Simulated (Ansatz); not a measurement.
The start is a generated cell, Be built in the bcc structure type. The cell and all atomic positions are relaxed at zero pressure with r2SCAN (plane waves to 500 eV, PAW, scalar-relativistic; Ansatz, an electronic-structure program). The first steps use a coarse 18×18×18 k-mesh.

Starting cell:
```
CELL_PARAMETERS angstrom
     -1.26767     1.26767     1.26767
      1.26767    -1.26767     1.26767
      1.26767     1.26767    -1.26767
ATOMIC_POSITIONS crystal
  Be 0.00000 0.00000 0.00000
```

Q: By how much does the energy per atom fall from start to end?

A: 0.01 eV/atom.

Q: How does the volume per atom move from start to end?

A: -4.2 %, from 8.15 to 7.81 Å³/atom.

Q: How do the shortest distances between atoms change?

A: The closest pairs of elements (up to four, under 3.6 Å), start → end: Be–Be 2.20 → 2.16 Å.

The space group stays Im-3m (No. 229) (the run could not lower it); the end is bcc (W type), with 1 atom in the primitive cell. Final values are on a 26×26×26 k-mesh of the relaxed cell. No spin polarisation in the result.

The run could not lower the symmetry of its start; a shaken copy of this end point relaxes with r2SCAN to P6₃/mmc (No. 194), 0.10 eV/atom lower.

The relaxed structure here is a generated cell of Be: the first start was made by placing the elements on the sites of a structure type, and the end was not matched to a known phase here, so it may be hypothetical. Known forms of Be include space group No. 194.
